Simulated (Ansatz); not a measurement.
BAs:
```xyz
2
Lattice="0.0000 2.3919 2.3919 2.3919 0.0000 2.3919 2.3919 2.3919 0.0000" Properties=species:S:1:pos:R:3 pbc="T T T"
As     3.5879     3.5879     3.5879
B      0.0000     0.0000     0.0000
```

Tensor components refer to the Cartesian frame of this cell.

Question: Give the proper piezoelectric stress tensor with relaxed ions from plane-wave PAW r²SCAN (Ansatz code).

Answer: In C/m², rows x, y, z, Voigt columns; mesh uncertainty up to 0.01.
```
0.00  0.00  0.00  0.19  0.00  0.00
0.00  0.00  0.00  0.00  0.19  0.00
0.00  0.00  0.00  0.00  0.00  0.19
```

The elastic tensor of the same run (GPa):

```
 289  66.6  66.6   0.0   0.0   0.0
66.6   289  66.6   0.0   0.0   0.0
66.6  66.6   289   0.0   0.0   0.0
 0.0   0.0   0.0   157   0.0   0.0
 0.0   0.0   0.0   0.0   157   0.0
 0.0   0.0   0.0   0.0   0.0   157
```

Question: Convert to strain constants d = e·S.

Answer: In pC/N:
```
0.0  0.0  0.0  1.2  0.0  0.0
0.0  0.0  0.0  0.0  1.2  0.0
0.0  0.0  0.0  0.0  0.0  1.2
```

Space group F-43m (zinc blende). The cell was relaxed with r²SCAN under the symmetry of its start; phonons on a q-mesh show no instability.

Potentials: the later of the program's two PAW sets.
